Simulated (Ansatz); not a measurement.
Input deck for Ansatz 0.2.0, then the block of the output on the nuclei.

The cell is an entry of the Crystallography Open Database (COD).

```yaml
crystal:
  lattice:
    - [2.5074, 0.0, 0.0]
    - [-1.2537, 2.1714720974, 0.0]
    - [0.0, 0.0, 4.0699]
  atoms:
    - { symbol: Co, position: [0.3333333333, 0.6666666667, 0.25], spin: 2.0 }
    - { symbol: Co, position: [0.6666666667, 0.3333333333, 0.75], spin: 2.0 }
magnetization:
  spin_polarized: true
kpoints:
  mp_grid: { grid: [14, 14, 8] }
scf:
  occupations: { method: fermi_dirac, width: 0.05 }
hamiltonian:
  xc: pbe
  pseudopotentials: { kind: paw }
output:
  forces: true
  stress: true
  populations: true
  efg: { quadrupole_moments_barn: { Co: 0.42 }, contact_densities: true }
  write_density: true
  write_potential: true
  elf: true
  volumetric_format: npy
```

```sh
ansatz run input.yaml --threads 1 --pin off --max-ram 3072MiB --backend cpu --events-out ev --progress --plain --runs-dir out
```

Of the output, the block on the nuclei alone is shown; the set-up, the SCF iterations, energies, forces and stress are cut. One atom of each set with nearly equal values is shown.

```
--- PAW observables at the nuclei: V_zz in 10²¹ V/m², potentials from the cell's mean, atoms counted from 1 ---
  atom   1  Co V_zz =    -0.203728   η = 0.0000   by run symmetry: allowed   C_q = -2.0690 MHz
            electrostatic potential = -3392.450653 V   contact ρ = 114695.299429 e/Å³   contact ρ_s (e/Å³): all electrons -3.389731, valence +1.063679
```

Hardware: 1 thread of Arm Neoverse N1 (aarch64; 28 cores open to the job, memory cap 3.0 GiB, no GPU), a shared host with a load of 0.6 a core. Wall time 20 s, CPU time 20 s, peak memory 0.42 GiB.

At this cell the principal stresses reach 5 GPa in size with PBE, which can matter for small gradients. The run finds no gap above 0.1 eV (a metal, or nearly one), so the gradients can move by 10 % or more with the k-mesh. With these PAW files V_zz is typically within 2 to 3 % of all-electron values, but misses above 10 % occur on Co.
